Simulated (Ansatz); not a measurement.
ZnSe: what each run costs

Cell: 2 atoms, space group F-43m, a = 4.008 Å, b = 4.008 Å, c = 4.008 Å, α = 60.00°, β = 60.00°, γ = 60.00°.

All runs are DFT with Ansatz 0.2.0 on 1 thread of Arm Neoverse V1 (aarch64; 8 cores open to the job, memory cap 3.0 GiB, no GPU), a shared host.

Q: Rank the runs by wall time, shortest first.
A. core holes on 2 sites, PBE, 420 eV, 3×3×3 k-points, fixed occupations, 16 atoms
B. relaxation of the ions, PBE, 420 eV, 9×9×9 k-points, smearing 0.02 eV
C. dielectric tensor by linear response, PBE, 420 eV, 9×9×9 k-points, fixed occupations

A: B (5.6 s, 0.37 GiB), C (42 s, 0.55 GiB), A (2.7 min, 0.93 GiB).
